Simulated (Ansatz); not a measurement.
**Calculated quadrupolar parameters for Sc₆WO₁₂**

The cell is a COD entry, ions relaxed with PBE at fixed cell.

```yaml
crystal:
  lattice:
    - [4.66288, 2.69211, 2.94212]
    - [-4.66288, 2.69211, 2.94212]
    - [0.00000, -5.38423, 2.94212]
  atoms:
    - { symbol: Sc, position: [0.14465, 0.32980, 0.61024] }
    - { symbol: Sc, position: [0.61024, 0.14465, 0.32980] }
    - { symbol: Sc, position: [0.32980, 0.61024, 0.14465] }
    - { symbol: Sc, position: [0.85535, 0.67020, 0.38976] }
    - { symbol: Sc, position: [0.38976, 0.85535, 0.67020] }
    - { symbol: Sc, position: [0.67020, 0.38976, 0.85535] }
    - { symbol: W, position: [0.00000, 0.00000, 0.00000] }
    - { symbol: O, position: [0.95865, 0.09991, 0.30369] }
    - { symbol: O, position: [0.30369, 0.95865, 0.09991] }
    - { symbol: O, position: [0.09991, 0.30369, 0.95865] }
    - { symbol: O, position: [0.04135, 0.90009, 0.69631] }
    - { symbol: O, position: [0.69631, 0.04135, 0.90009] }
    - { symbol: O, position: [0.90009, 0.69631, 0.04135] }
    - { symbol: O, position: [0.41242, 0.58205, 0.82203] }
    - { symbol: O, position: [0.82203, 0.41242, 0.58205] }
    - { symbol: O, position: [0.58205, 0.82203, 0.41242] }
    - { symbol: O, position: [0.58758, 0.41795, 0.17797] }
    - { symbol: O, position: [0.17797, 0.58758, 0.41795] }
    - { symbol: O, position: [0.41795, 0.17797, 0.58758] }
```

Atom numbers follow the list; atoms alike are taken as one site, whose name carries the number of the first.

Method: Kohn–Sham DFT in Ansatz, r2SCAN, plane waves and PAW, scalar-relativistic, 500 eV cutoff, Γ-centred 4×4×4 k-points, Fermi–Dirac smearing 0.02 eV.

C_Q = eQV_zz/h, which is 24.18 MHz for Q = 1 b and V_zz = 10²¹ V/m²; η = (V_xx − V_yy)/V_zz. Directions are in the Cartesian axes of the cell vectors above, for the atom listed; none is given where the gradient is under 0.02 or η is above 0.95.

```
site  first atom                                              first shell  V_zz (10²¹ V/m²)     η  direction of V_zz (x, y, z)
  Sc           1                                       6 O at 2.05–2.22 Å             -5.29  0.52               0.87 0.10 0.48
   W           7                                            6 O at 1.94 Å             11.40  0.00               0.00 0.00 1.00
  O8           8  1 W at 1.94 Å, 2 Sc at 2.20–2.22 Å; also 1 Sc at 2.77 Å             -1.08  0.88              0.86 -0.45 0.23
 O14          14                                      4 Sc at 2.05–2.17 Å              1.73  0.55               0.87 0.36 0.34
```

An axis of threefold or higher order runs through W, so V_zz lies along it and η is zero.

At this cell the r2SCAN pressure is -5 GPa, so with r2SCAN the cell would shrink if it were relaxed. The entry's cell may itself be off. The largest force is 0.3 eV/Å, so the atoms aren't at the calculated equilibrium and relaxing them would move these values. Without spin–orbit coupling the gradients at and beside W can be off by some per cent, at some sites by more. The database positions were far from equilibrium, so the relaxed structure may not be the compound's real one.
